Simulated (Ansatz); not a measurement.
## Phonon spectrum of Mg5NiS6

Method: DFT PBE, scalar-relativistic, plane waves, PAW (Ansatz). Settings: 420 eV plane-wave cutoff, Γ-centred 10×10×4 mesh, Fermi-Dirac smearing of 0.15 eV. No spin polarisation. Phonons by linear response, acoustic sum rule imposed.

Equilibrium structure at this level:
```
Mg Ni S
1.0
     3.65698    0.00000    0.00000
     0.00000    3.65698    0.00000
     0.00000    0.00000   15.36649
Mg Ni S
5 1 6
Direct
  0.00000 0.00000 0.65960
  0.50000 0.50000 0.82788
  0.00000 0.00000 0.00000
  0.50000 0.50000 0.17212
  0.00000 0.00000 0.34040
  0.50000 0.50000 0.50000
  0.00000 0.00000 0.82911
  0.50000 0.50000 0.00000
  0.00000 0.00000 0.17089
  0.50000 0.50000 0.34616
  0.00000 0.00000 0.50000
  0.50000 0.50000 0.65384
```

It was reached by relaxing an invented guess, and it needn't be the stable form of this composition. In a metal, frequencies and elastic constants depend on the k mesh and the smearing, soft modes and shear constants most. Some empty bands missed the eigensolver's threshold. The q mesh is coarse, so values between its points are rough.

Force constants from linear response on a 2×2×1 q mesh.

Q: Is the structure dynamically stable on the q mesh?

A: No: at q = (0.000, -0.500, 0.000) a mode is imaginary, 135i cm⁻¹.

Q: Give the frequencies (cm⁻¹) at the zone-boundary points of high symmetry (interpolated where a point lies off the q mesh).

A:
| point | q | frequencies |
| --- | --- | --- |
| X | 0.000 0.500 0.000 | 135i 93 96 106 138 147 147 170 178 180 181 184 184 189 191 197 199 201 206 206 206 216 228 233 258 271 274 278 285 290 304 313 333 340 342 388 |
| M | 0.500 0.500 0.000 | 49 49 114 125 128 128 149 149 150 152 152 166 166 175 175 178 183 183 190 208 210 224 246 247 278 283 283 290 290 302 302 303 303 310 310 377 |
| Z | 0.000 0.000 0.500 | 40 40 44 44 68 80 80 83 95 95 103 103 111 111 123 123 156 187 207 222 250 251 251 257 257 257 261 261 268 268 271 271 278 304 338 388 |
| R | 0.000 0.500 0.500 | 135i 92 96 105 138 145 151 171 175 180 180 183 185 191 192 194 199 201 206 206 207 222 226 230 264 266 270 285 286 287 307 310 321 342 352 386 |
| A | 0.500 0.500 0.500 | 49 49 126 132 135 135 136 136 149 152 161 161 163 163 175 175 183 183 186 208 224 232 238 246 277 282 282 292 292 298 298 307 307 310 310 377 |
